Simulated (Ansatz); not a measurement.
The start is a relaxed Zr cell displaced along its unstable phonon at q = (½, ½, 0) of its primitive reciprocal cell (105i cm⁻¹), largest move 0.15 Å. A full variable-cell relaxation at zero pressure is run with r2SCAN (plane waves to 500 eV, PAW, scalar-relativistic; Ansatz, a first-principles code). First-step values are on the input's coarse k-mesh.

Ansatz input (later rounds restart from its end on a renewed k-mesh):
Ansatz 0.2 input:
```yaml
crystal:
  lattice:
    - [5.8105673676, 0, 0]
    - [2.9052836838, 2.9052836838, 0]
    - [0, 0, 2.9052836838]
  atoms:
    - { symbol: Zr, position: [0, 0, 0.05163007] }
    - { symbol: Zr, position: [0.5, 0, -0.05163007] }
basis: { ecutwfc: 500, ecutrho_ratio: 4, xc_grid: 4, fft_grid_basis: typed }
kpoints: { mp_grid: { grid: [11, 11, 11] } }
hamiltonian:
  xc: r2scan
  dispersion: none
  pseudopotentials: { azcp: { folder: ./paw }, kind: paw }
scf: { occupations: { method: fermi_dirac, width: 0.05 } }
relax: { f_tol: 0.01, max_steps: 100, cell: { stress_tol: 0.02 } }
output: { forces: true, stress: true }
```

### Question
How does the volume change?

### Answer
-6.3 %, from 24.52 to 22.98 Å³/atom.

### Question
Does it find its way back to the structure it was made from?

### Answer
It does not go back: it reaches I4/mmm (No. 139), AFLOW prototype A_tI2_139_a (A_a), 0.86 eV/atom below the parent.

### Question
How do the shortest distances between atoms change?

### Answer
The closest pairs of elements (up to four, under 3.6 Å), start → end: Zr–Zr 2.91 → 3.12 Å.

### Question
What band gap does the relaxed structure have at this level?

### Answer
No gap (metallic).

### Question
Give the final cell and atomic positions.

### Answer

Space group I4/mmm (No. 139); a = b = 3.786 Å, c = 3.207 Å, α = β = γ = 90.00°

```
atom  site  symmetry       x       y       z
----  ----  --------  ------  ------  ------
Zr      2b     4/mmm  0.0000  0.0000  0.5000
```
(The calculation used a cell of 1 atom; values per cell refer to that cell.)

Final values are on a 19×19×19 k-mesh of the relaxed cell. No spin polarisation in the result.

The run could not lose the symmetry of its start: the end is stationary, and may be a saddle point rather than a minimum.

The relaxed structure here is a generated cell of Zr: the first start was made by placing the elements on the sites of a structure type, and the end was not matched to a known phase here, so it may be hypothetical. Known forms of Zr include space group No. 194.
